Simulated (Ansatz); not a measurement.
PtW:
Space group Fm-3m (No. 225); a = b = c = 5.2016 Å, α = β = γ = 90.00°

```
atom  site  symmetry       x       y       z
----  ----  --------  ------  ------  ------
Pt      4a      m-3m  0.0000  0.0000  0.0000
W       4b      m-3m  0.5000  0.5000  0.5000
```
(The calculation used a cell of 2 atoms; values per cell refer to that cell.)

This is the PBEsol-relaxed structure.

Task: All from DFT-PBEsol in the program Ansatz with PAW potentials, unless another level is named. Predict the density of states at the Fermi level.

Result: 1.3 states/eV per atom (mean over ±0.08 eV).

Task: Next, the formation energy from the elements (no fitted shifts)?

Result: 0.92 eV/atom.

The start of the workflow was typed in or built on a structure type; neither database checked (COD, Materials Project) lists it. Its standing as an ambient phase is unchecked. Symmetry was held in the PBEsol relaxation; whether a distortion lowers the energy is not shown. No spin polarisation was allowed. Its formation energy is positive at this level, so the cell may be metastable or incomplete. The references are the lowest solids computed at this level, not always the standard phases. Scalar-relativistic: spin–orbit coupling is off unless named, which matters more the heavier the elements.

Potentials: the earlier of the program's two PAW sets. The files were generated under PBE; for other functionals the program regenerates the frozen cores, and for LDA and PBEsol the local potential too.
